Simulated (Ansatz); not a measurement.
Co₂SiB₂:
Space group Cmmm (No. 65); a = 3.006 Å, b = 10.463 Å, c = 2.734 Å, α = 90.00°, β = 90.00°, γ = 90.00°

```tsv
atom	site	symmetry	x	y	z
Si	2a	mmm	0.0000	0.0000	0.0000
Co	4j	m2m	0.5000	0.1361	0.5000
B	4i	m2m	0.0000	0.2064	0.0000
```
(The calculation used a cell of 5 atoms; values per cell refer to that cell.)

Relaxed with PBE.

Task: Which orbitals make up the states near the Fermi level in PBE in the plane-wave PAW code Ansatz?

Result: Within 0.5 eV of the Fermi level: Co 3d 78 %, B 2p 10 %, Si 3p 6 %. Projections are on Löwdin-orthogonalised atomic valence shells; empty p or d shells of many metals are not among them.

Task: Tabulate the density of states.

Result: States/eV per cell of 5 atoms, in 0.25 eV bins, energy from the Fermi level.

```csv
E (eV),total,Co 3d,B 2p,Si 3p
-7.85,0.99,0.16,0.47,0.15
-7.60,1.13,0.18,0.52,0.20
-7.35,1.36,0.22,0.62,0.26
-7.10,1.27,0.22,0.57,0.26
-6.85,1.29,0.24,0.57,0.27
-6.60,1.47,0.29,0.64,0.32
-6.35,1.71,0.37,0.73,0.39
-6.10,2.16,0.52,0.95,0.49
-5.85,2.22,0.59,0.89,0.55
-5.60,2.30,0.67,0.85,0.62
-5.35,2.41,0.80,0.83,0.65
-5.10,2.55,0.92,0.86,0.64
-4.85,2.30,0.89,0.76,0.52
-4.60,2.33,1.07,0.67,0.46
-4.35,3.19,1.71,0.85,0.42
-4.10,3.13,1.87,0.75,0.35
-3.85,3.34,2.27,0.62,0.31
-3.60,2.97,2.21,0.44,0.19
-3.35,2.10,1.63,0.27,0.14
-3.10,2.93,2.31,0.44,0.11
-2.85,2.18,1.82,0.21,0.08
-2.60,3.14,2.70,0.20,0.13
-2.35,4.79,4.24,0.18,0.17
-2.10,7.01,6.18,0.23,0.17
-1.85,4.58,4.15,0.16,0.11
-1.60,3.54,3.24,0.14,0.06
-1.35,2.63,2.47,0.07,0.05
-1.10,3.79,3.54,0.13,0.07
-0.85,3.76,3.45,0.16,0.07
-0.60,3.56,3.10,0.28,0.11
-0.35,6.90,5.86,0.56,0.29
-0.10,3.21,2.43,0.39,0.23
0.15,1.72,1.16,0.23,0.12
0.40,1.49,0.90,0.22,0.13
0.65,1.50,0.84,0.26,0.15
0.90,1.70,0.92,0.33,0.18
1.15,2.01,1.08,0.43,0.18
1.40,2.83,1.48,0.70,0.19
1.65,1.46,0.69,0.42,0.14
1.90,1.55,0.70,0.34,0.16
2.15,1.98,0.79,0.40,0.19
2.40,2.08,0.75,0.42,0.25
2.65,2.47,0.85,0.51,0.38
2.90,2.48,0.77,0.56,0.43
3.15,2.27,0.59,0.55,0.42
3.40,2.20,0.51,0.56,0.39
3.65,1.80,0.36,0.48,0.30
3.90,1.70,0.31,0.46,0.30
4.15,1.56,0.26,0.45,0.28
4.40,1.60,0.23,0.47,0.29
4.65,1.59,0.21,0.49,0.32
```

The start of the workflow was typed in or built on a structure type; neither database checked (COD, Materials Project) lists it. Its standing as an ambient phase is unchecked. Symmetry was held in the PBE relaxation; whether a distortion lowers the energy is not shown. The workflow began spin-polarised and lost its moments.

Potentials: the earlier of the program's two PAW sets.
